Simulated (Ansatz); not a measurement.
Start of a relaxation of Be3Se2O:

```cif
data_structure
_symmetry_space_group_name_H-M 'P 1'
_symmetry_Int_Tables_number 1
_cell_length_a 5.5451
_cell_length_b 5.5451
_cell_length_c 5.5451
_cell_angle_alpha 139.700
_cell_angle_beta 139.700
_cell_angle_gamma 58.309
_cell_volume 70.68
loop_
_atom_site_label
_atom_site_type_symbol
_atom_site_fract_x
_atom_site_fract_y
_atom_site_fract_z
_atom_site_occupancy
Be1 Be 0.75000 0.25000 0.50000 1
Be2 Be 0.50000 0.50000 0.00000 1
Be3 Be 0.25000 0.75000 0.50000 1
Se1 Se 0.69071 0.69071 0.00000 1
Se2 Se 0.30929 0.30929 0.00000 1
O1 O 0.00000 0.00000 0.00000 1
```

Method: Ansatz, DFT PBE, scalar-relativistic, plane waves, PAW. Cutoff 420 eV, Gaussian smearing, Γ-centred meshes. Cell and atoms relax first on a coarse mesh and then on a converged one. In between, the cell is made exact in the group found at 0.06 Å. The steps can't lower the symmetry of their start. No spin polarisation in the relaxation; trial moments died out in a coarse test.

A guess keeps its type if space group and coordination stay and the shape of the cell changes little (axis ratios within about 15 %, angles within 6°); the volume may change.

**Question.** Does this structure survive the relaxation?

**Answer.** It doesn't keep its type. The symmetry stays I4/mmm (No. 139). The volume per atom grows by 18.3 %, from 11.8 to 13.9 Å³. The shortest distance goes from 1.85 Å (Be–Se) to 2.17 Å (Be–Se). The ratio c/a of the conventional cell changes by a factor of 1.92. Counting neighbours within 15 % of an atom's shortest distance, the start has Be 2/4, O 14, Se 5 and the end Be 6/8, O 4, Se 4. In detail, at the end around Be on a site of symmetry -4m2 lie 4 Se at 2.17 Å and 4 Be at 2.30 Å; around Se lie 4 Be at 2.17 Å and 1 Be at 2.51 Å; around O lie 4 Be at 2.30 Å (long contacts); 1 more site not described.

Space group I4/mmm (No. 139). a = 3.254 Å, b = 3.254 Å, c = 15.799 Å, α = 90.00°, β = 90.00°, γ = 90.00°
| atom | site | symmetry | x | y | z |
| --- | --- | --- | --- | --- | --- |
| Be | 4d | -4m2 | 0.0000 | 0.5000 | 0.2500 |
| Be | 2b | 4/mmm | 0.5000 | 0.5000 | 0.0000 |
| Se | 4e | 4mm | 0.5000 | 0.5000 | 0.1590 |
| O | 2a | 4/mmm | 0.0000 | 0.0000 | 0.0000 |

The last run used a 12×12×12 mesh for its 6-atom cell and Gaussian smearing of 0.02 eV. Symmetry constrained the relaxation, so the result can be a saddle point. Another cell of Be3Se2O relaxed alike, in P6_3/mmc, lies 0.47 eV/atom lower, so this cell isn't the stable form at this level.

In counts of neighbours, a slash parts the counts of unlike sites.
